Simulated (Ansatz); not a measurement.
BaTiO₃:
```
BaTiO3
1.0
    4.01947     0.00000     0.00000
    0.00000     4.01947     0.00000
    0.00000     0.00000     4.01947
Ba Ti O
1 1 3
Direct
  0.50000   0.50000   0.50000
  0.00000   0.00000   0.00000
  0.50000   0.00000   0.00000
  0.00000   0.50000   0.00000
  0.00000   0.00000   0.50000
```

Relaxed with PBE. Special points in fractions of this cell's reciprocal vectors: Γ (0.000, 0.000, 0.000); X (0.000, 0.500, 0.000); M (0.500, 0.500, 0.000); R (0.500, 0.500, 0.500).

Q: List the band energies nearest the valence-band maximum at these points for PBE in the plane-wave PAW code Ansatz.

A: In eV from the valence-band maximum; about four levels below and three above (degenerate sets whole), none deeper than 8.9 eV; points with the same levels are listed once.

```tsv
k	below	above
Γ	-1.09 -1.09 -1.09 -0.11 -0.11 -0.11	1.79 1.79 1.79
X	-1.79 -1.79 -0.67 -0.67	1.91 3.47 3.47
M	-1.69 -0.84 -0.84 -0.05	3.49 3.49 3.90
R	-2.34 -2.34 -2.34 0.00 0.00 0.00	4.13 4.13 4.13
```

Space group Pm-3m (cubic perovskite). This is a known high-temperature phase of the composition, computed here at zero pressure and temperature. The cell was relaxed with PBE under the symmetry of its start; its stability against distortions is not shown here. The run is not spin-polarised. Scalar-relativistic: spin–orbit coupling is off unless named, which matters more the heavier the elements.

Potentials: the earlier of the program's two PAW sets.
